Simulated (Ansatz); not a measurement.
**4 guesses for MgCd2TeSe2 and where they end**

These are results of DFT PBE, scalar-relativistic, plane waves, PAW (Ansatz), not measurements. Settings: cutoff 420 eV, Γ-centred meshes spaced at most about 0.3 Å⁻¹, and about 0.25 Å⁻¹ or finer for metals (2π included), Gaussian smearing. No spin polarisation in the final relaxations.

Each guess was relaxed in cell and atoms at zero pressure, within the symmetry of its start. All energies are static (0 K, no zero-point motion). Coordination counts Se atoms around Cd, Mg and Te (those within 1.25 times the shortest such distance or 1.15 times the sum of covalent radii; the shortest distance is added where it is long for a bond).

```
guess       made from  start group  V start (Å³/atom)  end group  V end (Å³/atom)      coordination at the end  gap on mesh (eV)  E over the lowest end (meV/atom)
    1  LiSmCu2P2 type        P-3m1               23.1      P-3m1             24.4  Mg 6, Cd 3, Te 6 from 4.3 Å                 0                                 0
    2     random cell       P4/mmm               32.0     P4/mmm             32.2             Mg 4, Cd 1, Te 4                 0                               576
    3  BaTi2As2O type       P4/mmm               25.9          ?                ?                            ?                 ?                                 ?
    4     random cell        P-3m1               26.9      P-3m1             30.2  Mg 2, Cd 3, Te 2 from 3.5 Å                 0                               345
```

Guess 3 as it starts:

```
Mg Cd Te Se
1.0
     4.40834    0.00000    0.00000
     0.00000    4.40834    0.00000
     0.00000    0.00000    7.98971
Mg Cd Te Se
1 2 1 2
Direct
  0.50000 0.50000 0.50000
  0.00000 0.00000 0.24300
  0.00000 0.00000 0.75700
  0.50000 0.50000 0.00000
  0.00000 0.50000 0.00000
  0.50000 0.00000 0.00000
```

Question: Fill in the missing row: what does this guess relax into, and where does it rank?

Answer: It ends in space group P4/mmm (No. 123), with a = 5.658 Å, c = 5.672 Å, 30.3 Å³/atom and no gap. It lies 0.62 eV/atom over the lowest end, above guess 2 and so the highest of the set. The shortest distance is 2.75 Å (Cd–Cd) in this end and 2.81 Å (Mg–Se) in the lowest (guess 1).

Space group P4/mmm (No. 123). a = 5.658 Å, b = 5.658 Å, c = 5.672 Å, α = 90.00°, β = 90.00°, γ = 90.00°
```tsv
atom	site	symmetry	x	y	z
Mg	1d	4/mmm	0.5000	0.5000	0.5000
Cd	2g	4mm	0.0000	0.0000	0.2573
Te	1c	4/mmm	0.5000	0.5000	0.0000
Se	2f	mmm.	0.0000	0.5000	0.0000
```

Energies over the elements count from the elements' standard structures at the same level, with no fitted energy shifts.

Question: Is the lowest end bound against the elements?

Answer: Yes: its formation energy is −0.63 eV/atom. A negative formation energy is needed for stability but isn't enough: competing phases decide.

Spin–orbit coupling, which can matter for Te, is left out. The reference forms of Se and Te are held partly by dispersion forces, which this level lacks. Cells relaxed within their symmetry can be saddle points. A lower structure may well exist outside this small set. Some structure types and database cells were kept out of the candidates from the start, so a known form may be missing.
